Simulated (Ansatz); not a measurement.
Bi₂S₃ — Bi-209 NMR of the central transition

Cell: a structure deposited in the COD, ions relaxed with PBE at fixed cell.

```cif
data_structure
_symmetry_space_group_name_H-M 'P 1'
_symmetry_Int_Tables_number 1
_cell_length_a 11.3190
_cell_length_b 3.9920
_cell_length_c 11.1700
_cell_angle_alpha 90.000
_cell_angle_beta 90.000
_cell_angle_gamma 90.000
_cell_volume 504.72
loop_
_atom_site_label
_atom_site_type_symbol
_atom_site_fract_x
_atom_site_fract_y
_atom_site_fract_z
_atom_site_occupancy
Bi1 Bi 0.33833 0.25000 0.46817 1
Bi2 Bi 0.66167 0.75000 0.53183 1
Bi3 Bi 0.16167 0.75000 0.96817 1
Bi4 Bi 0.83833 0.25000 0.03183 1
Bi5 Bi 0.48699 0.75000 0.17512 1
Bi6 Bi 0.51301 0.25000 0.82488 1
Bi7 Bi 0.01301 0.25000 0.67512 1
Bi8 Bi 0.98699 0.75000 0.32488 1
S9 S 0.28409 0.75000 0.30748 1
S10 S 0.71591 0.25000 0.69252 1
S11 S 0.21591 0.25000 0.80748 1
S12 S 0.78409 0.75000 0.19252 1
S13 S 0.37788 0.25000 0.05637 1
S14 S 0.62212 0.75000 0.94363 1
S15 S 0.12212 0.75000 0.55637 1
S16 S 0.87788 0.25000 0.44363 1
S17 S 0.54993 0.25000 0.37080 1
S18 S 0.45007 0.75000 0.62920 1
S19 S 0.95007 0.75000 0.87080 1
S20 S 0.04993 0.25000 0.12920 1
```

Sites (sets of like atoms) are named by element and the number of their first atom in this list.

The numbers come from a DFT calculation in Ansatz (r2SCAN, plane waves and PAW, scalar-relativistic, 500 eV cutoff, Γ-centred 3×7×3 k-points, Fermi–Dirac smearing 0.02 eV).

Bi-209 has I = 9/2 and Q = -516.0 mb (Pyykkö 2018); at 23.5 T its Larmor frequency is ν₀ = 163.6 MHz (from the bare nuclear moment; shielding lowers the observed one by a per cent or two). Only the quadrupole interaction is simulated: positions count from each site's isotropic chemical shift, and shift anisotropy, dipolar and J coupling are left out.

Q: Simulate the second-order pattern (static powder, Gaussian broadening 30 kHz) of site Bi5 (7 S at 2.70–3.37 Å).

A: The calculation gives C_Q = -109 MHz and η = 0.98, so ν_Q = 4.56 MHz and the centre of gravity lies at -822 ppm (-134 kHz).

| offset (kHz) | height |
| --- | --- |
| -734.6 | 0 |
| -698.0 | 1 |
| -661.5 | 16 |
| -624.9 | 22 |
| -588.4 | 23 |
| -551.8 | 24 |
| -515.3 | 25 |
| -478.7 | 26 |
| -442.2 | 27 |
| -405.6 | 28 |
| -369.1 | 29 |
| -332.5 | 31 |
| -296.0 | 32 |
| -259.4 | 35 |
| -222.9 | 37 |
| -186.3 | 40 |
| -149.8 | 44 |
| -113.2 | 49 |
| -76.7 | 57 |
| -40.1 | 73 |
| -3.6 | 100 |
| 33.0 | 81 |
| 69.5 | 58 |
| 106.1 | 31 |
| 142.6 | 25 |
| 179.2 | 23 |
| 215.7 | 22 |
| 252.3 | 21 |
| 288.8 | 20 |
| 325.3 | 14 |
| 361.9 | 1 |
| 398.4 | 0 |

Spin–orbit coupling is left out, which shifts gradients on Bi by a few per cent, and by more where contributions nearly cancel. Newer work puts Q(²⁰⁹Bi) near −420 mb, which would lower these couplings by about a fifth.
